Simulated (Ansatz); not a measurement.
A generator proposed this cell of SrAl3O2.

Space group P6mm (No. 183). a = 4.412 Å, b = 4.412 Å, c = 5.677 Å, α = 90.00°, β = 90.00°, γ = 120.00°
```csv
atom,site,symmetry,x,y,z
Sr,1a,6mm,0.0000,0.0000,0.0947
Al,3c,2mm,0.5000,0.0000,0.4385
O,2b,3m.,0.3333,0.6667,0.9378
```

Theory: DFT PBE, scalar-relativistic, plane waves, PAW in Ansatz. Cutoff 420 eV; k points 6×6×4 on the computed 6-atom cell (Γ-centred); Gaussian smearing, width 0.10 eV; collinear spin from starting moments 0.0 0.0 0.0 0.0 1.0 1.0 μB.

Formation energies are uncorrected and refer to the elements' standard structures at the same level (O₂ as a molecule).

Q: How far from equilibrium is it?

A: The pressure is 28.5 GPa (the mean over three directions, positive in compression), the largest force is 5.49 eV/Å, and the energy is +0.67 eV/atom against the elements. The shortest distance is 2.21 Å.

Q: Is it a good guess?

A: A poor one: relaxing gains about 1.9 eV/atom (the start's value is from the coarse mesh, so the gain is rough) in 20 ionic steps and ends at −1.19 eV/atom on the finer mesh. The symmetry stays P6mm (No. 183). The volume per atom grows by 23.9 %, from 15.9 to 19.8 Å³. The shortest distance goes from 2.21 Å (Al–Al) to 1.91 Å (Al–O). The ratio c/a of the conventional cell changes by a factor of 0.75. Conventional cell: a = 5.213 Å, c = 5.039 Å. Sr is surrounded by 6 O at 3.41 Å, 6 Al at 3.45 Å and 6 Al at 3.81 Å; Al has 2 O at 1.91 Å, 4 Al at 2.61 Å, 2 Sr at 3.45 Å and 2 Sr at 3.81 Å; around O lie 3 Al at 1.91 Å, 3 O at 3.01 Å and 3 Sr at 3.41 Å.

The last run used a 12×12×8 mesh (in the run's order of axes) for its 6-atom cell and Gaussian smearing of 0.10 eV. An odd number of electrons in the primitive cell allows no gap without spin; a larger cell or a magnetic state could open one. The cell is a metal run without spin; a magnetic state may lie lower. The relaxation can't lower the symmetry of the start, and the grade says only how near the guess is to its own end. A structure relaxed within its symmetry needn't be a true minimum. Another cell of SrAl3O2 relaxed alike, in P-3m1, lies 56 meV/atom lower, so this cell isn't the stable form at this level.
